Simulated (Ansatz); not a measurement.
# Equation of state of HfGa₂

A database entry relaxed whole under r2SCAN (I4_1/amd):

```yaml
crystal:
  lattice:
    - [-2.01476, 2.01476, 12.73151]
    - [2.01476, -2.01476, 12.73151]
    - [2.01476, 2.01476, -12.73151]
  atoms:
    - { symbol: Hf, position: [0.07513, 0.07513, 0.00000] }
    - { symbol: Hf, position: [0.82513, 0.32513, 0.50000] }
    - { symbol: Hf, position: [0.67487, 0.17487, 0.50000] }
    - { symbol: Hf, position: [0.92487, 0.92487, 0.00000] }
    - { symbol: Ga, position: [0.25073, 0.25073, 0.00000] }
    - { symbol: Ga, position: [0.00073, 0.50073, 0.50000] }
    - { symbol: Ga, position: [0.49927, 0.99927, 0.50000] }
    - { symbol: Ga, position: [0.74927, 0.74927, 0.00000] }
    - { symbol: Ga, position: [0.41116, 0.41116, 0.00000] }
    - { symbol: Ga, position: [0.16116, 0.66116, 0.50000] }
    - { symbol: Ga, position: [0.33884, 0.83884, 0.50000] }
    - { symbol: Ga, position: [0.58884, 0.58884, 0.00000] }
```

The cell was scaled uniformly, its shape held, and the atoms relaxed at each volume with plane-wave PAW DFT (Ansatz 0.2.0; r2SCAN, 500 eV, 8×8×8 Γ-centred mesh, fermi-dirac occupations of width 0.100 eV; no spin, no spin-orbit coupling). One row is withheld.

```
volume (Å³/atom)  energy over the lowest (meV/atom)  pressure (GPa)
          16.193                               23.4            7.95
          16.538                                9.8            4.97
          16.882                                  ?               ?
          17.227                                0.0           -0.12
          17.571                                2.8           -2.30
          17.916                               10.0           -4.25
          18.260                               21.3           -6.00
```

Problem. Fit the pressures of the other rows to the third-order Birch-Murnaghan form.

Solution. With f = [(V₀/V)^(2/3) − 1]/2 and P = 3B₀f(1 + 2f)^(5/2)[1 + 3(B₀′ − 4)f/2], least squares gives V₀ = 17.21 Å³ an atom, B₀ = 115 GPa and B₀′ = 4.3; the rows miss the fit by less than 0.01 GPa. The slope of the energies differs from these pressures by 0.09 GPa, since they are taken to zero smearing while pressures follow the free energy.

Problem. What does the withheld row hold?

Solution. The fit gives 2.29 GPa at 16.882 Å³; the run gave 2.29 GPa and 2.1 meV an atom.

Caveats: the shape of the cell was held, so B₀ is an upper bound where the axes differ in stiffness; 0 K, fixed nuclei; the symmetry was kept, and this need not be the phase that is stable at 0 K; one mesh for all volumes; every run is gapless at this level; pressure is positive in compression.
